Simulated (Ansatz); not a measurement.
# An inverse problem

Cell vectors (Å):

```
3.2468 0.0000 0.0000
0.0000 3.2468 0.0000
0.0000 0.0000 3.2468
```

```tsv
atom	a	b	c
X	0.0000	0.0000	0.0000
Pd	0.5000	0.5000	0.5000
```

These are results of PBEsol, all-electron LAPW in Ansatz 0.2.0, scalar-relativistic, not measurements. k mesh 14×14×14, strains of ±0.005, Fermi-Dirac smearing of 0.050 eV.

Elastic constants of a crystal by Kohn-Sham DFT: slopes of the stress over finite engineering strains of the given cell, Voigt indices, Cartesian axes as in the cell vectors.

| index | elastic (GPa) |
| --- | --- |
| 11 | 147.9 |
| 12 | 131.4 |
| 44 | 61 |

Problem. All X atoms are one element. Which one was computed?

Solution. In; the crystal is InPd (Pm-3m, a database entry that needn't be its stable phase).

Limits of these numbers: responses of metals move with mesh and smearing; the softest shear constant rests on one k mesh, and a soft shear can herald a distortion on cooling.
